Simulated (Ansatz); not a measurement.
CsHO, in the lowest among the structures calculated here: Cmc2₁ (No. 36), oS12; a = 4.3329 Å, b = 11.4218 Å, c = 4.4968 Å, α = β = γ = 90.00°; Cs 4a (0.000, 0.138, 0.734); H 4a (0.000, 0.535, 0.111); O 4a (0.000, 0.594, 0.265). Method: r2SCAN (plane waves to 500 eV, PAW, scalar-relativistic; Ansatz, an electronic-structure program). Element references, the lowest calculated here: H (Pa-3, a generated molecular cell), Cs (Im-3m), O (C2/m, ferromagnetic, forced by one molecule a cell; α-O2 is antiferromagnetic); gases are represented by their molecular solids.

Total energies (eV/atom, σ → 0; comparable only within this code, potentials and settings):

```json
[
 {"phase": "CsHO (Cmc2₁)", "E (eV/atom)": "-2090.689"},
 {"phase": "H (Pa-3)", "E (eV/atom)": "-15.945"},
 {"phase": "Cs (Im-3m)", "E (eV/atom)": "-5685.926"},
 {"phase": "O (C2/m)", "E (eV/atom)": "-566.007"},
 {"phase": "Cs2O2 (Immm)", "E (eV/atom)": "-3127.098"}
]
```

Problem. What is the formation energy of this Cmc2₁ form of CsHO from the elements?

Solution. E_f = -2090.689 − [1 × (-5685.926) + 1 × (-15.945) + 1 × (-566.007)] / 3 = -1.40 eV/atom (-4.2 eV per formula unit).

Static energies, no anion corrections, no zero-point energy. Values are rounded to 0.01 eV/atom. The compounds carry no spin polarisation.
